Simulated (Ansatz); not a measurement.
**Cr3GeN: which magnetic order is lowest?**

```xyz
10
Lattice="5.3750 0.0000 0.0000 0.0000 5.3750 0.0000 0.0000 0.0000 4.0120" Properties=species:S:1:pos:R:3 pbc="T T T"
Cr    1.0970    3.7845    0.2628
Cr    3.7845    4.2780    3.7492
Cr    4.2780    1.5905    0.2628
Cr    1.5905    1.0970    3.7492
Cr    0.0000    0.0000    2.0060
Cr    2.6875    2.6875    2.0060
Ge    0.0000    2.6875    2.1986
Ge    2.6875    0.0000    1.8134
N     0.0000    0.0000    0.0000
N     2.6875    2.6875    0.0000
```

Computed with plane-wave PAW DFT (Ansatz 0.2.0): r2SCAN, 500 eV cutoff, 5×5×7 Γ-centred mesh, fermi-dirac occupations of width 0.050 eV. The atoms are fixed and numbered as listed; spin is collinear, without spin-orbit coupling.

The cycle has several fixed points for this cell. Moments (μB):

```
state    Cr1    Cr2    Cr3    Cr4    Cr5    Cr6  other atoms together  size of the net moment a cell
    A   1.99   2.07  -2.07  -1.99   2.35  -2.35                  0.00                           0.00
    B   1.70   1.70   1.70   1.70  -2.28  -2.28                 -0.22                           2.47
    C   1.99  -1.99   1.99  -1.99   1.90  -1.90                  0.00                           0.00
    D  -1.94  -1.74  -1.94   2.15   2.34   2.34                  0.00                           1.49
    E   0.00   0.00   0.00   0.00   0.00   0.00                  0.00                           0.00
```

Site moments are taken in small spheres that don't touch (radius about 0.4 of the atom's shortest bond), so those of the magnetic atoms read low, and they needn't add up to the net moment. State E was run without spin polarisation.

Which state has the lowest energy at zero smearing, and how far up are the others?

State B (antiparallel, not compensated) is lowest; D (antiparallel, not compensated) lies 25 meV above it, C (antiparallel, compensated) lies 44 meV above it, A (antiparallel, compensated) lies 66 meV above it, E (without moments) lies 198 meV above it, all counted an atom of the cell.

Which states have a gap on the mesh, and what pressure does each exert on this cell?

A: no gap, 11.2 GPa; B: no gap, 4.6 GPa; C: no gap, 6.8 GPa; D: no gap, 9.2 GPa; E: no gap, -13.4 GPa (positive in compression). Moments take up room: without them the pressure is lower, so that state wants a smaller cell.

What does magnetism gain here?

198 meV an atom of the cell, or 331 meV for each Cr atom, against state E, which has none. In a metal like this the level decides whether moments form at all, so this is no ordering energy.

Of 4 runs begun from atoms with typed moments, each in a different pattern, 1 ended in state B: one start isn't enough to call a state the ground state.

The cell is that of a Crystallography Open Database entry, unchanged.

Caveats: only orders that fit this cell and collinear spins were tried, so the true order may need a larger cell or canted moments; atoms and cell are not relaxed, and each state would relax in its own way; r2SCAN overestimates the moments and magnetic energies of itinerant metals, and can make a paramagnetic metal magnetic; the k mesh is coarse, so differences of a few meV are uncertain where a state is a metal; one start a pattern, so a lower state of the same pattern may exist.
